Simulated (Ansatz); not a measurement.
**Clamped-ion strain scan in Sr**

Computed with Ansatz, DFT PBEsol, scalar-relativistic, plane waves, PAW. Settings: plane waves to 420 eV, k-mesh 10×10×10 (Γ-centred), Gaussian smearing 0.03 eV. No spin polarisation. Energies are free energies at this smearing, counted from the undisturbed cell; pressure is positive in compression.

Reference structure (as given, not relaxed at this level; it stands at -0.9 GPa):

```
Sr
1.0
     0.00000    3.04235    3.04235
     3.04235    0.00000    3.04235
     3.04235    3.04235    0.00000
Sr
1
Direct
  0.00000 0.00000 0.00000
```

The cell is strained by ε times the Voigt pattern (1, -1, 0, 0, 0, 0) (xx, yy, zz, yz, xz, xy; engineering shear) with fractional coordinates fixed. The cell is metallic on the mesh throughout.

```csv
ε,ΔE (meV/atom),"stress summed along the pattern (GPa, tension positive)",pressure (GPa)
-0.1000,?,-1.13,-0.9
-0.0500,2.0,-0.39,-0.9
0.0000,0.0,0.00,-0.9
0.0125,0.0,0.05,-0.9
0.0250,0.3,0.15,-0.9
0.0375,1.0,0.26,-0.9
0.0625,3.6,0.56,-0.9
0.0750,?,?,-0.9
0.0875,8.8,0.96,-0.9
```

By symmetry 0.1000 repeats -0.1000, -0.0750 repeats 0.0750, 0.0500 repeats -0.0500, -0.0250 repeats 0.0250 in energy, with the opposite slope along the path.

Problem. Give the withheld values.

Solution. ΔE (meV/atom) at ε = -0.1000: 12.4; ΔE (meV/atom) at ε = 0.0750: 5.8; stress summed along the pattern (GPa, tension positive) at ε = 0.0750: 0.76.